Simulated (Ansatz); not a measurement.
Cell and atoms are relaxed with the symmetry kept. Start:

```cif
data_structure
_symmetry_space_group_name_H-M 'P 1'
_symmetry_Int_Tables_number 1
_cell_length_a 3.4967
_cell_length_b 3.4967
_cell_length_c 13.7021
_cell_angle_alpha 90.000
_cell_angle_beta 90.000
_cell_angle_gamma 120.000
_cell_volume 145.09
loop_
_atom_site_label
_atom_site_type_symbol
_atom_site_fract_x
_atom_site_fract_y
_atom_site_fract_z
_atom_site_occupancy
Te1 Te 0.33333 0.66667 0.11724 1
Te2 Te 0.66667 0.33333 0.61753 1
Te3 Te 0.66667 0.33333 0.88276 1
Te4 Te 0.33333 0.66667 0.38247 1
Mo1 Mo 0.33333 0.66667 0.75014 1
Mo2 Mo 0.66667 0.33333 0.24986 1
```

Theory: Ansatz, DFT PBE, scalar-relativistic, plane waves, PAW.

Cutoff 420 eV; k points 9×9×2 on the computed 6-atom cell (Γ-centred); Gaussian smearing, width 0.02 eV; no spin polarisation.

Problem. What does it relax to?

Solution. The volume rises by 3.84 Å³/atom to 28.02 Å³/atom, and the energy falls by 28.2 meV/atom. Final structure:
Space group P6_3/mmc (No. 194). a = 3.557 Å, b = 3.557 Å, c = 15.347 Å, α = 90.00°, β = 90.00°, γ = 120.00°
```json
{"atom": "Te", "site": "4f", "symmetry": "3m.", "x": "0.3333", "y": "0.6667", "z": "0.1322"}
{"atom": "Mo", "site": "2d", "symmetry": "-6m2", "x": "0.3333", "y": "0.6667", "z": "0.7500"}
```

Course of the relaxation (steps run on the plane waves of an earlier cell, and the basis is chosen afresh near the end, so energy and pressure can step there; trial steps that raised the energy were taken back; energies are free energies):

```csv
step,E − E_final (meV/atom),largest force component (eV/Å),P (GPa),V (Å³/atom)
1,28.2,0.009,3.69,24.18
2,20.3,0.105,-1.75,27.78
3,2.8,0.009,-0.10,26.79
4,1.1,0.028,-0.02,27.47
5,1.2,0.101,-0.44,27.70
6,0.9,0.002,0.00,27.53
7,0.9,0.001,0.00,27.60
8,0.1,0.002,0.03,27.60
9,0.1,0.000,0.02,27.79
10,0.1,0.002,0.01,27.97
11,0.1,0.000,0.00,28.02
12,0.0,0.000,0.00,28.02
```

Cost: 1 run of about 1.3 core-minutes, on Intel Xeon 6975P-C (Granite Rapids) (shared hosts).